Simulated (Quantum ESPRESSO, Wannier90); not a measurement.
## ZnSe (zinc blende), plane waves to Wannier functions

```xyz
2
Lattice="0.0000 2.8324 2.8324 2.8324 0.0000 2.8324 2.8324 2.8324 0.0000" Properties=species:S:1:pos:R:3 pbc="T T T"
Zn     0.0000     0.0000     0.0000
Se     1.4162     1.4162     1.4162
```

Cell from Materials Project (mp-1190), symmetrised, no further relaxation. COD (Crystallography Open Database) has the formula in 2 space groups, this one among them (matched by group alone). Computed values, not measurements, from PBEsol: Quantum ESPRESSO (norm-conserving PseudoDojo potentials, cutoff 69 Ry, no spin polarisation, no spin-orbit coupling) on a Γ-centred 8×8×8 mesh, then Wannier90. Density: 10×10×10 mesh, cold smearing 0.01 Ry. Spin-orbit coupling, left out, would split the p-like bands by a few tenths of an eV.

Functional, cutoff and mesh named above are those of the base row (8×8×8); the first column says what each row takes instead. Model: 8 functions from bands 10,16-31, start hydrogen-like Zn: s;p; Se: s;p, centres 0.05 Å off the atoms, frozen window tied to the conduction edge or Fermi level of each row, as listed, which moves Ω_I and hoppings a little by itself. Energies are relative to the valence-band maximum; the misfit is to pw.x on a path, for states up to 2.2 eV relative to the valence-band maximum. Only the mesh of Bloch states changes. The disentangled Ω_I can sit in another minimum from row to row.

```json
[
 {"mesh": "3×3×3", "frozen to (eV)": "2.68", "Ω_I (Å²)": "9.42", "rms misfit (meV)": "83", "k-points (cost)": "27", "rough cost of nscf and overlaps (first row = 1)": "1.0"},
 {"mesh": "4×4×4", "frozen to (eV)": "2.68", "Ω_I (Å²)": "10.40", "rms misfit (meV)": "34", "k-points (cost)": "64", "rough cost of nscf and overlaps (first row = 1)": "2.1"},
 {"mesh": "5×5×5", "frozen to (eV)": "2.68", "Ω_I (Å²)": "…", "rms misfit (meV)": "22", "k-points (cost)": "125", "rough cost of nscf and overlaps (first row = 1)": "4"},
 {"mesh": "7×7×7", "frozen to (eV)": "2.68", "Ω_I (Å²)": "11.78", "rms misfit (meV)": "5.4", "k-points (cost)": "343", "rough cost of nscf and overlaps (first row = 1)": "10"},
 {"mesh": "8×8×8", "frozen to (eV)": "2.68", "Ω_I (Å²)": "11.98", "rms misfit (meV)": "3.4", "k-points (cost)": "512", "rough cost of nscf and overlaps (first row = 1)": "15"},
 {"mesh": "10×10×10", "frozen to (eV)": "2.68", "Ω_I (Å²)": "12.24", "rms misfit (meV)": "1.7", "k-points (cost)": "1000", "rough cost of nscf and overlaps (first row = 1)": "29"}
]
```

Q: Fill in the missing entries.

A: 
- 5×5×5, Ω_I (Å²): 11.06
